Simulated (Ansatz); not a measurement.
Ta2O5 in space group Pmmm (No. 47; Pearson symbol oP7), the program Ansatz at the r²SCAN level (PAW), all energies at zero smearing, with the estimated change up to a 700 eV cutoff added, with one set of potentials and settings (totals compare only within such a set). Cell of 14 atoms (10 O, 4 Ta): -45475.660 eV.

| element | reference phase | E (eV/atom) |
|---|---|---|
| O | C2/m, 4 atoms in the cell, spin-polarised | -566.0281 |
| Ta | Im-3m, 1 atoms in the cell | -9944.3222 |

Formation energy per atom, worked out: (-45475.660 − 10×(-566.0281) − 4×(-9944.3222))/14 = -2.721 eV/atom (-263 kJ per mol of atoms), at 0 K, without zero-point energy or fitted corrections.

The workflow started from an entry of the Crystallography Open Database (COD); the relaxed space group is not among those it files for this formula. COD files the formula under space group No. 49, so this cell is another polymorph or a model. Its standing as an ambient phase is unchecked. Symmetry was held in the r²SCAN relaxation; whether a distortion lowers the energy is not shown. The run is not spin-polarised. The references are the lowest solids computed at this level, not always the standard phases (solids in place of the gases). Spin–orbit coupling is left out wherever it is not named.

Potentials: the later of the program's two PAW sets.
